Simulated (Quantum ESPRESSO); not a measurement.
HfIn3O5N, input and log of a self-consistent run

Simulated, not a measurement. The program is pw.x of Quantum ESPRESSO 7.5 (plane-wave density functional theory). The cell is made up: 10 atoms on a corundum lattice, with randomly drawn elements, strain and displacements, not relaxed. PseudoDojo standard norm-conserving files (v0.5 for PBE, v0.4.1 for LDA and PBEsol) set the functional; there is no spin polarisation, spin-orbit coupling or dispersion term, and the masses in the input are unused placeholders.

The hafnium pseudopotential is less sure than the others, with forces about 3 percent (worst 6) and pressure in oxides about 1.5 GPa (worst 2.7) from a second method in checks, which no rerun with the same files tests.

Input:

```
&control calculation='scf', pseudo_dir='./dojo.nc.sr.pbe.v0_5.standard.upf', outdir='./o', disk_io='low', tprnfor=.true., tstress=.true. /
&system ibrav=0, nat=10, ntyp=4, nbnd=49, ecutwfc=105.61755193, nosym=.true., tot_charge=0,
 occupations='smearing', smearing='fd', degauss=0.0018374661
/
&electrons conv_thr=7.350e-09, electron_maxstep=60, /
ATOMIC_SPECIES
Hf 1.0 Hf.upf
In 1.0 In.upf
N 1.0 N.upf
O 1.0 O.upf
CELL_PARAMETERS angstrom
2.7928 1.6323 4.9322
-2.8559 1.6045 4.9772
-0.0557 -3.3337 4.9864
ATOMIC_POSITIONS angstrom
Hf -0.0651 -0.0504 5.1976
In 0.0396 -0.0496 2.1858
In -0.035 -0.05 9.6542
In -0.0592 -0.0591 12.7784
O -1.1744 1.6175 8.67
O -0.9485 -1.8843 8.62
O 1.9219 0.0523 8.6563
N 1.0024 -1.7234 6.2089
O 0.829 1.7813 6.2317
O -2.0472 -0.2736 6.1423
K_POINTS automatic
7 7 7 1 1 1
```

The log is shortened where brackets say so; the opening notice, blank lines, dates and the lines on written files are dropped, and the path of the files is cut. It prints rydbergs, bohrs and kilobars, and counts compression as positive stress.

```
     Program PWSCF v.7.5
     Parallel version (MPI & OpenMP), running on       4 processor cores
     Number of MPI processes:                 4
     Threads/MPI process:                     1
     [start-up lines left out]
     bravais-lattice index     =            0
     lattice parameter (alat)  =      11.1463  a.u.
     unit-cell volume          =     937.1761 (a.u.)^3
     number of atoms/cell      =           10
     number of atomic types    =            4
     number of electrons       =        86.00
     number of Kohn-Sham states=           49
     kinetic-energy cutoff     =     105.6176  Ry
     charge density cutoff     =     422.4702  Ry
     scf convergence threshold =      7.3E-09
     mixing beta               =       0.7000
     number of iterations used =            8  plain     mixing
     Exchange-correlation= PBE
                           (   1   4   3   4   0   0   0)
     [axes and pseudopotential details left out]
   Cartesian axes
     site n.     atom                  positions (alat units)
         1        Hf     tau(   1) = (  -0.0110370  -0.0085447   0.8811931  )
         2        In     tau(   2) = (   0.0067137  -0.0084091   0.3705772  )
         3        In     tau(   3) = (  -0.0059338  -0.0084769   1.6367581  )
         4        In     tau(   4) = (  -0.0100367  -0.0100197   2.1664302  )
         5        O      tau(   5) = (  -0.1991060   0.2742284   1.4698984  )
         6        O      tau(   6) = (  -0.1608072  -0.3194613   1.4614215  )
         7        O      tau(   7) = (   0.3258360   0.0088669   1.4675757  )
         8        N      tau(   8) = (   0.1699453  -0.2921826   1.0526473  )
         9        O      tau(   9) = (   0.1405474   0.3019988   1.0565128  )
        10        O      tau(  10) = (  -0.3470791  -0.0463857   1.0413560  )
     number of k points=   172  Fermi-Dirac smearing, width (Ry)=  0.0018
     Number of k-points >= 100: set verbosity='high' to print them.
     Dense  grid:   137441 G-vectors     FFT dimensions: (  75,  75,  75)
     Estimated max dynamical RAM per process >     773.26 MB
     Estimated total dynamical RAM >       2.92 GB
     Initial potential from superposition of free atoms
     starting charge      85.9864, renormalised to      86.0000
     Starting wfcs are   61 randomized atomic wfcs
     total cpu time spent up to now is       53.3 secs
     per-process dynamical memory:   689.3 Mb
     Self-consistent Calculation
     iteration #  1     ecut=   105.62 Ry     beta= 0.70
     Davidson diagonalization with overlap
     ethr =  1.00E-02,  avg # of iterations =  2.0
     total cpu time spent up to now is      158.0 secs
     total energy              =    -696.25592112 Ry
     estimated scf accuracy    <       3.37451332 Ry
     iteration #  2     ecut=   105.62 Ry     beta= 0.70
     Davidson diagonalization with overlap
     ethr =  3.92E-03,  avg # of iterations =  4.0
     total cpu time spent up to now is      289.4 secs
     total energy              =    -695.23795561 Ry
     estimated scf accuracy    <      13.21627960 Ry
     iteration #  3     ecut=   105.62 Ry     beta= 0.70
     Davidson diagonalization with overlap
     ethr =  3.92E-03,  avg # of iterations =  3.9
     total cpu time spent up to now is      405.7 secs
     total energy              =    -697.91369807 Ry
     estimated scf accuracy    <       0.99984208 Ry
     iteration #  4     ecut=   105.62 Ry     beta= 0.70
     Davidson diagonalization with overlap
     ethr =  1.16E-03,  avg # of iterations =  2.0
     total cpu time spent up to now is      517.9 secs
     total energy              =    -698.01486864 Ry
     estimated scf accuracy    <       0.18607380 Ry
     iteration #  5     ecut=   105.62 Ry     beta= 0.70
     Davidson diagonalization with overlap
     ethr =  2.16E-04,  avg # of iterations =  2.0
     total cpu time spent up to now is      615.2 secs
     total energy              =    -697.97908443 Ry
     estimated scf accuracy    <       0.11125060 Ry
     [iterations 6 to 10 left out]
     iteration # 11     ecut=   105.62 Ry     beta= 0.70
     Davidson diagonalization with overlap
     ethr =  3.88E-08,  avg # of iterations =  2.0
     total cpu time spent up to now is     1328.1 secs
     total energy              =    -697.99926887 Ry
     estimated scf accuracy    <       0.00001068 Ry
     iteration # 12     ecut=   105.62 Ry     beta= 0.70
     Davidson diagonalization with overlap
     ethr =  1.24E-08,  avg # of iterations =  2.0
     total cpu time spent up to now is     1425.9 secs
     total energy              =    -697.99927067 Ry
     estimated scf accuracy    <       0.00000019 Ry
     iteration # 13     ecut=   105.62 Ry     beta= 0.70
     Davidson diagonalization with overlap
     ethr =  2.16E-10,  avg # of iterations =  6.0
     total cpu time spent up to now is     1582.5 secs
     total energy              =    -697.99927084 Ry
     estimated scf accuracy    <       0.00000024 Ry
     iteration # 14     ecut=   105.62 Ry     beta= 0.70
     Davidson diagonalization with overlap
     ethr =  2.16E-10,  avg # of iterations =  2.0
     total cpu time spent up to now is     1692.4 secs
     total energy              =    -697.99927085 Ry
     estimated scf accuracy    <       0.00000004 Ry
     iteration # 15     ecut=   105.62 Ry     beta= 0.70
     Davidson diagonalization with overlap
     ethr =  4.88E-11,  avg # of iterations =  3.2
     total cpu time spent up to now is     1799.5 secs
     End of self-consistent calculation
     [lines on levels left out]
!    total energy              =    -697.99927086 Ry
     estimated scf accuracy    <          3.6E-09 Ry
     smearing contrib. (-TS)   =      -0.00000000 Ry
     internal energy E=F+TS    =    -697.99927086 Ry
     The total energy is F=E-TS. E is the sum of the following terms:
     one-electron contribution =    -164.80878797 Ry
     hartree contribution      =     145.68066069 Ry
     xc contribution           =    -196.79411177 Ry
     ewald contribution        =    -482.07703181 Ry
     convergence has been achieved in  15 iterations
     Forces acting on atoms (cartesian axes, Ry/au):
     atom    1 type  1   force =     0.04262526   -0.03334396    0.07295105
     atom    2 type  2   force =    -0.00040630    0.02728565   -0.07256553
     atom    3 type  2   force =    -0.05610883   -0.03043001   -0.00661644
     atom    4 type  2   force =    -0.05158302   -0.02794551   -0.04469779
     atom    5 type  4   force =    -0.03306530   -0.01500176    0.04204763
     atom    6 type  4   force =     0.04360494   -0.02856369    0.05916956
     atom    7 type  4   force =     0.00867301    0.07161273    0.03719647
     atom    8 type  3   force =    -0.00106322    0.07024997   -0.03947118
     atom    9 type  4   force =    -0.02914362   -0.06691223   -0.04183244
     atom   10 type  4   force =     0.07646707    0.03304882   -0.00618132
     Total force =     0.245477     Total SCF correction =     0.000100
     Computing stress (Cartesian axis) and pressure
          total   stress  (Ry/bohr**3)                   (kbar)     P=      -72.57
  -0.00063056  -0.00001295   0.00006550          -92.76       -1.90        9.64
  -0.00001295  -0.00065725   0.00012708           -1.90      -96.68       18.69
   0.00006550   0.00012708  -0.00019215            9.64       18.69      -28.27
     init_run     :     47.56s CPU     48.84s WALL (       1 calls)
     electrons    :   1730.76s CPU   1746.25s WALL (       1 calls)
     forces       :     11.52s CPU     11.69s WALL (       1 calls)
     stress       :     40.56s CPU     41.34s WALL (       1 calls)
     [timing details left out]
     PWSCF        :  30m35.18s CPU  30m53.09s WALL
     JOB DONE.
```

In other units: free energy -9496.764 eV for the cell, pressure -7.26 GPa, largest force component 1.966 eV/Å. This run is the check on a run of the same cell at 1143 eV and a 5 x 5 x 5 mesh: rerunning at 1437 eV and a 7 x 7 x 7 mesh moved values by no more than 0.003 eV in energy, 0.03 GPa in stress and 0.002 eV/Å in force.